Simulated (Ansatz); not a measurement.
TiO2 (rutile): scan of one atom of the cell

TiO2 (rutile)

```xyz
6
Lattice="4.6434 0.0000 0.0000 0.0000 4.6434 0.0000 0.0000 0.0000 2.9638" Properties=species:S:1:pos:R:3 pbc="T T T"
Ti     0.0000     0.0000     0.0000
Ti     2.3217     2.3217     1.4819
O      1.4168     1.4168     0.0000
O      3.7385     0.9049     1.4819
O      0.9049     3.7385     1.4819
O      3.2266     3.2266     0.0000
```

Scan: atom 1 (Ti, nearest neighbour O at 1.958 Å; its periodic images, 3.0 Å or more away, move with it) is displaced along Cartesian [110], direction (0.707, 0.707, 0.000) in Cartesian axes, by s. The other atoms stay.

Computed with PBE (plane waves to 420 eV, PAW, scalar-relativistic; Ansatz, a quantum-chemistry and plane-wave program). k mesh 6×6×9 (Γ-centred), Fermi-Dirac smearing 0.05 eV. E stands for the smeared free energy. Stress and pressure are positive under compression. Left out: 4 of 11 points, with atoms too close for the PAW data. F∥ is the force on the atom along that direction. TiO2 is run without spin polarisation. TiO2 was relaxed with its symmetry unable to fall. The zero of ΔE is the undisplaced structure.

```csv
s (Å),ΔE (meV/cell),F∥ (eV/Å),P (GPa)
-0.234,327,3.452,3.07
-0.156,127,1.817,1.29
-0.078,29,0.762,0.31
0.000,0,0.000,0.00
0.078,29,-0.762,0.31
0.156,127,-1.817,1.29
0.234,327,-3.452,3.07
```

What the scan shows:

| Item | Result |
|---|---|
| Energy at s = 0.234 Å | 327 meV/cell |
| Force along the line at s = -0.234 Å | 3.45 eV/Å |
| Symmetry of the curve | even: the same for both signs |
| Shape of the curve | a single well with its minimum at or next to zero displacement |
| Force constant k = d²E/ds² at s = 0 (finite differences) | 9.14 eV/Å² |
| Harmonic estimate at the end of the scan | ½ks² = 250 meV/cell against the computed 327 meV/cell, so the well is stiffer than harmonic there |

(For displaced atoms, the force is minus the slope of the energy, and its curvature is a force constant, which sets phonon frequencies.)
